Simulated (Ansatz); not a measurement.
The start is a generated cell, As placed in the diamond structure type. The cell and all atomic positions are relaxed at zero pressure with PBE (plane waves to 420 eV, PAW, scalar-relativistic; Ansatz, a quantum-chemistry and plane-wave program). First-step values are on the input's coarse k-mesh.

Ansatz input (later rounds restart from its end on a renewed k-mesh):
Ansatz 0.2 input:
```yaml
crystal:
  lattice:
    - [0, 2.748187, 2.748187]
    - [2.748187, 0, 2.748187]
    - [2.748187, 2.748187, 0]
  atoms:
    - { symbol: As, position: [0.25, 0.25, 0.25] }
    - { symbol: As, position: [0, 0, 0] }
basis: { ecutwfc: 420, ecutrho_ratio: 4, xc_grid: 2, fft_grid_basis: typed }
kpoints: { mp_grid: { grid: [7, 7, 7] } }
hamiltonian:
  xc: pbe
  dispersion: none
  pseudopotentials: { azcp: { folder: ./paw }, kind: paw }
scf: { occupations: { method: fermi_dirac, width: 0.05 } }
relax: { f_tol: 0.01, max_steps: 100, cell: { stress_tol: 0.02 } }
output: { forces: true, stress: true }
```

### Question
How does the volume change?

### Answer
+37.2 %, from 20.76 to 28.48 Å³/atom.

### Question
How do the shortest distances between atoms change?

### Answer
The closest pairs of elements (up to four, under 3.6 Å), start → end: As–As 2.38 → 2.64 Å.

The space group stays Fd-3m (No. 227) (the run could not lower it); the end is diamond type, with 2 atoms in the primitive cell. Final values are on a 13×13×13 k-mesh of the relaxed cell. No spin polarisation in the result.

The run could not lower the symmetry of its start; a shaken copy of this end point relaxes with PBE to R-3m (No. 166), 0.31 eV/atom lower.

The relaxed structure here is a generated cell of As: the first start was made by placing the elements on the sites of a structure type, and the end was not matched to a known phase here, so it may be hypothetical. Known forms of As include space group No. 166.
